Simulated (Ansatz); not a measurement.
A geometry of AlNi away from equilibrium: step 2 of the relaxation of a relaxed AlNi cell displaced along its unstable phonon at q = (½, ½, 0) of its primitive reciprocal cell (187i cm⁻¹), largest move 0.15 Å. These are PBE (plane waves to 420 eV, PAW, scalar-relativistic; Ansatz, a first-principles code) values and carry that method's errors. Γ-centred k-mesh 13×13×13 on the run's cell (coarser than for final values), Fermi–Dirac smearing 0.05 eV. The plane waves were selected for a different cell earlier on the path.

```
AlNi
1.0
   -2.58748     4.09008     4.94580
    0.00000     0.00000     4.94580
    1.32617     2.06592    -2.47290
Ni Al
2 2
Cartesian
  0.00000   0.00000  -0.26266
 -1.29374   2.04504   2.73557
  0.00000   0.00000   2.18036
 -1.29374   2.04504   5.23834
```

Question: What forces act on the atoms (eV/Å)?

Answer: 
```csv
atom,Fx,Fy,Fz
Ni1,0.00,0.00,-0.85
Ni2,0.00,0.00,0.85
Al3,0.00,0.00,-0.70
Al4,0.00,0.00,0.70
```

The path ends in I4₁/amd (No. 141). No spin polarisation in the result. A magnetic state may lie lower.

The run could not lose the symmetry of its start: the end is stationary, and may be a saddle point rather than a minimum.

The end of the path is a generated cell of AlNi: the first start was made by placing the elements on the sites of a structure type, and the end was not matched to a known phase here, so it may be hypothetical. Known forms of AlNi include space group No. 221.
